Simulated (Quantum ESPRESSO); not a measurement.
# Zn3FSe2Cl: convergence and cost over cutoff and k mesh

Simulated, not a measurement. The program is pw.x of Quantum ESPRESSO 7.5 (plane-wave density functional theory). The cell is made up: 7 atoms on a wurtzite lattice with one site empty, with randomly drawn elements, strain and displacements, not relaxed. PseudoDojo standard norm-conserving files (v0.5 for PBE, v0.4.1 for LDA and PBEsol) set the functional; there is no spin polarisation, spin-orbit coupling or dispersion term, and the masses in the input are unused placeholders.

Input of the run in row 4:

```
&control calculation='scf', pseudo_dir='./dojo.nc.sr.pbe.v0_5.standard.upf', outdir='./o', disk_io='medium', tprnfor=.true., tstress=.true. /
&system ibrav=0, nat=7, ntyp=4, nbnd=59, ecutwfc=85.99341389, nosym=.true., tot_charge=0,
 occupations='smearing', smearing='fd', degauss=0.0018374661
/
&electrons conv_thr=7.350e-09, electron_maxstep=60, /
ATOMIC_SPECIES
Cl 1.0 Cl.upf
F 1.0 F.upf
Se 1.0 Se.upf
Zn 1.0 Zn.upf
CELL_PARAMETERS angstrom
3.886 0.0423 -0.0138
0.0732 6.6667 -0.068
-0.0226 -0.0641 6.1402
ATOMIC_POSITIONS angstrom
Zn 0.0028 -0.0127 0.0036
Zn 1.9507 1.1367 3.0455
Zn 0.0637 4.3856 3.0122
F -0.0093 -0.012 2.3176
Se 1.9612 3.3609 2.2364
Se 1.9163 1.0864 5.3631
Cl 0.0429 4.4044 5.359
K_POINTS automatic
5 4 4 1 1 1
```

The same cell was run at these settings. Meshes are shifted by half a step, and differences are from the last row, which is itself not exact.

```
cutoff (eV)     k mesh  k points solved  threshold (eV)  free energy less the last row's (eV)  pressure (GPa)  largest stress difference (GPa)  largest force difference (eV/Å)  iterations  wall time (s)  k-point pools              processor
        819  2 x 2 x 2                4           1e-04                                 4.902          -53.98                            57.24                            0.074           7             57              1  AMD EPYC, Zen 5 class
       1170  2 x 2 x 2                4           1e-07                                -0.614            0.77                             2.84                            0.068          10             67              1  AMD EPYC, Zen 5 class
        716  5 x 4 x 4               40           1e-07                                29.658         -208.95                           210.68                            0.103          11            250              1  AMD EPYC, Zen 5 class
       1170  5 x 4 x 4               40           1e-07                                -0.008            1.50                             0.06                            0.002          10            619              1  AMD EPYC, Zen 5 class
       1467  7 x 6 x 6              126           1e-07                                 0.000            1.51                             0.00                            0.000          10            300              4  AMD EPYC, Zen 5 class
```

Each pool is one process. Wall times include start-up and a band step at six k points, which weighs most on the coarsest meshes. The runs were on shared virtual cores whose load varied, so times are rough.